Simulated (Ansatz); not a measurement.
Consider a crystal of Si₂Br in space group P6/mmm (No. 191), with Si on 2d; Br on 1a.

Method: DFT PBE, scalar-relativistic, plane waves, PAW in Ansatz. Cutoff 420 eV, Γ-centred mesh, Gaussian smearing, no spin polarisation.

The zero of energy is the elements' standard structures at the same level; no fitted shifts are applied. The references include crystalline Br.

**Question.** Predict the relaxed structure.

**Answer.**

Space group P6/mmm (No. 191). a = 3.991 Å, b = 3.991 Å, c = 4.957 Å, α = 90.00°, β = 90.00°, γ = 120.00°
```csv
atom,site,symmetry,x,y,z
Si,2d,-6m2,0.3333,0.6667,0.5000
Br,1a,6/mmm,0.0000,0.0000,0.0000
```

It has the AlB2 type. Si has 3 Si at 2.30 Å and 6 Br at 3.38 Å; Br is surrounded by 12 Si at 3.38 Å (long contacts). Another local minimum with the same sites may exist.

**Question.** And its energy and gap?

**Answer.** The energy over the elements is +0.31 eV/atom and the gap on the 12×12×10 mesh of the 3-atom cell is 0 eV (a metal). A positive value: parting into the elements would lower its energy.

The last run used Gaussian smearing of 0.10 eV. Weakly bound directions are ill-defined at this level, which has no dispersion term. An odd number of electrons in the primitive cell allows no gap without spin; a larger cell or a magnetic state could open one. The cell is a metal run without spin; a magnetic state may lie lower. The reference form of Br is held partly by dispersion forces, which this level lacks. A structure relaxed within its symmetry needn't be a true minimum. Another cell of Si2Br relaxed alike, in P2_1/m, lies 0.37 eV/atom lower, so this cell isn't the stable form at this level.
